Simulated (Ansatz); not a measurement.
A geometry of CsCdCl3 away from equilibrium: step 2 of the relaxation of a generated cell, CsCdCl3 placed in the GdFeO3 structure type. These are r2SCAN (plane waves to 500 eV, PAW, scalar-relativistic; Ansatz, a first-principles code) values and carry that method's errors. Γ-centred k-mesh 3×2×3 on the run's cell (coarser than for final values), Fermi–Dirac smearing 0.05 eV.

```
CsCdCl3
1.0
    7.42086     0.00000     0.00000
    0.00000    10.52976     0.00000
    0.00000     0.00000     7.46255
Cs Cd Cl
4 4 12
Direct
  0.47834   0.25000   0.99415
  0.97834   0.25000   0.50585
  0.52166   0.75000   0.00585
  0.02166   0.75000   0.49415
  0.00000   0.00000   0.00000
  0.50000   0.50000   0.50000
  0.00000   0.50000   0.00000
  0.50000   0.00000   0.50000
  0.00736   0.25000   0.04864
  0.50736   0.25000   0.45136
  0.99264   0.75000   0.95136
  0.49264   0.75000   0.54864
  0.27679   0.52312   0.22350
  0.77679   0.97688   0.27650
  0.72321   0.02312   0.77650
  0.22321   0.47688   0.72350
  0.72321   0.47688   0.77650
  0.22321   0.02312   0.72350
  0.27679   0.97688   0.22350
  0.77679   0.52312   0.27650
```

Q: Which atoms carry the largest force, and which way does it point?

A: 0.19 eV/Å, on Cl9, Cl10, Cl11, Cl12 (atoms numbered as listed); on Cl9 its components are (-0.10, 0.00, -0.17).

Q: What is the pressure?

A: -0.2 GPa, compression positive.

No spin polarisation in the result.

The run could not lose the symmetry of its start.
